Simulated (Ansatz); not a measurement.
Every step of a relaxation of fcc Ni (110), 6 layers

DFT, PBE, PAW with Ansatz's default frozen-core files, scalar-relativistic (Ansatz 0.2.0); a Γ-centred 15×10×1 k mesh, Fermi–Dirac smearing of 0.05 eV, spin-polarised from start moments Ni1 1, Ni2 1, Ni3 1, Ni4 1, Ni5 1, Ni6 1 μB. The run relaxes the atoms in the fixed cell.

Command: `ansatz run input.yaml --threads 2 --pin off --max-ram 4096MiB --backend cpu --events-out ev --progress --plain --runs-dir out` It took 6.3 min on 2 threads of Arm Neoverse V2, with other jobs on the host, peak memory 0.98 GiB.

```yaml
crystal:
  lattice:
    - [2.4880368655, 0.0, 0.0]
    - [0.0, 3.5186154789, 0.0]
    - [0.0, 0.0, 19.2201]
  atoms:
    - { symbol: Ni, position: [0.25, 0.25, 0.3381878304], spin: 1.0 }
    - { symbol: Ni, position: [0.75, 0.75, 0.4029126982], spin: 1.0 }
    - { symbol: Ni, position: [0.25, 0.25, 0.4676375661], spin: 1.0 }
    - { symbol: Ni, position: [0.75, 0.75, 0.5323624339], spin: 1.0 }
    - { symbol: Ni, position: [0.25, 0.25, 0.5970873018], spin: 1.0 }
    - { symbol: Ni, position: [0.75, 0.75, 0.6618121696], spin: 1.0 }
magnetization:
  spin_polarized: true
kpoints:
  mp_grid: { grid: [15, 10, 1] }
scf:
  occupations: { method: fermi_dirac, width: 0.05 }
hamiltonian:
  xc: pbe
  pseudopotentials: { kind: paw }
output:
  forces: true
  stress: true
  eigenvalues: true
relax:
  f_tol: 0.01
  max_steps: 40
efield:
  axis: 3
  amplitude: 0
  dipole_correction: true
```

Each step lists its free energy a cell above the last geometry, and Cartesian positions (Å) with forces (eV/Å).

The first step:

```
step 1  dF = 82.91 meV
  Ni 0.6220 0.8797 6.5000   0.0000 0.0000 0.6604
  Ni 1.8660 2.6390 7.7440   0.0000 0.0000 -0.4153
  Ni 0.6220 0.8797 8.9880   0.0000 0.0000 -0.2812
  Ni 1.8660 2.6390 10.2321   0.0000 0.0000 0.2812
  Ni 0.6220 0.8797 11.4761   0.0000 0.0000 0.4153
  Ni 1.8660 2.6390 12.7201   0.0000 0.0000 -0.6604
```

The magnetic state is the one reached from the start moments; other orders weren't searched.

Problem. Where does the relaxation end, and by which steps?

Solution. After 5 geometries, with a shortest distance of 2.382 Å and a cell moment of 4.11 μB. The further steps:
```
step 2  dF = 32.43 meV
  Ni 0.6220 0.8797 6.5444   0.0000 0.0000 0.4269
  Ni 1.8660 2.6390 7.7414   0.0000 0.0000 -0.2906
  Ni 0.6220 0.8797 8.9878   0.0000 0.0000 -0.1931
  Ni 1.8660 2.6390 10.2323   0.0000 0.0000 0.1931
  Ni 0.6220 0.8797 11.4787   0.0000 0.0000 0.2906
  Ni 1.8660 2.6390 12.6757   0.0000 0.0000 -0.4269
step 3  dF = 0.80 meV
  Ni 0.6220 0.8797 6.6122   0.0000 0.0000 -0.0648
  Ni 1.8660 2.6390 7.7238   0.0000 0.0000 0.0082
  Ni 0.6220 0.8797 8.9824   0.0000 0.0000 0.0752
  Ni 1.8660 2.6390 10.2378   0.0000 0.0000 -0.0752
  Ni 0.6220 0.8797 11.4963   0.0000 0.0000 -0.0082
  Ni 1.8660 2.6390 12.6079   0.0000 0.0000 0.0648
step 4  dF = 3.33 meV  (not accepted)
  Ni 0.6220 0.8797 6.5944   0.0000 0.0000 0.0956
  Ni 1.8660 2.6390 7.7170   0.0000 0.0000 0.0026
  Ni 0.6220 0.8797 8.9995   0.0000 0.0000 -0.1781
  Ni 1.8660 2.6390 10.2206   0.0000 0.0000 0.1782
  Ni 0.6220 0.8797 11.5031   0.0000 0.0000 -0.0026
  Ni 1.8660 2.6390 12.6257   0.0000 0.0000 -0.0957
step 5  dF = 0.00 meV
  Ni 0.6220 0.8797 6.6045   0.0000 0.0000 -0.0008
  Ni 1.8660 2.6390 7.7219   0.0000 0.0000 0.0007
  Ni 0.6220 0.8797 8.9864   0.0000 0.0000 0.0009
  Ni 1.8660 2.6390 10.2337   0.0000 0.0000 -0.0009
  Ni 0.6220 0.8797 11.4982   0.0000 0.0000 -0.0007
  Ni 1.8660 2.6390 12.6156   0.0000 0.0000 0.0008
```
